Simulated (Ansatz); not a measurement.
All numbers below come from Ansatz, DFT PBE, scalar-relativistic, plane waves, PAW. Settings: cutoff 420 eV, Γ-centred meshes spaced at most about 0.3 Å⁻¹, and about 0.25 Å⁻¹ or finer for metals (2π included), Gaussian smearing. No spin polarisation in the final relaxations.

These are static total energies at zero pressure.

Compare these two cells of LiSn2, each relaxed at this level.

A.

```
Li Sn
1.0
     5.23431    0.00000    0.00000
    -2.61715    4.53304    0.00000
     0.00000    0.00000    3.14320
Li Sn
1 2
Cartesian
  0.0000 0.0000 0.0000
  0.0000 3.0220 1.5716
  2.6172 1.5110 1.5716
```

B.

```
Li Sn
1.0
     2.84803   -4.11025    0.00000
     2.84803    4.11025    0.00000
     0.00000    0.00000    3.17846
Li Sn
1 2
Direct
  0.50000 0.50000 0.00000
  0.82033 0.17967 0.50000
  0.17967 0.82033 0.50000
```

Question: Which is lower in energy, and by how much?

Answer: They are level within the accuracy (4 meV/atom apart, with B the lower in these runs). A has space group P6/mmm (No. 191), 24.9 Å³/atom and no gap on its mesh; B has space group Cmmm (No. 65), 24.8 Å³/atom and no gap. Counting all near atoms (those within 1.25 times the shortest distance at each site; a plus sign parts nearer from farther groups), A has Li 14, Sn 11 and B has Li 6+8, Sn 7+4. In A, Li is surrounded by 2 Li at 3.14 Å and 12 Sn at 3.41 Å; around Sn lie 5 Sn at 3.02–3.14 Å and 6 Li at 3.41 Å. In B, around Li lie 4 Sn at 3.08 Å, 2 Li at 3.18 Å and 8 Sn at 3.58 Å; Sn is surrounded by 5 Sn at 2.95–3.18 Å, 2 Li at 3.08 Å and 4 Li at 3.58 Å. Both come from invented guesses.

The k mesh leaves some 4 meV/atom of noise in the energy of each metallic cell. Cells relaxed within their symmetry can be saddle points. The Cmmm cell of LiSn2 came from shaking the P6/mmm one.
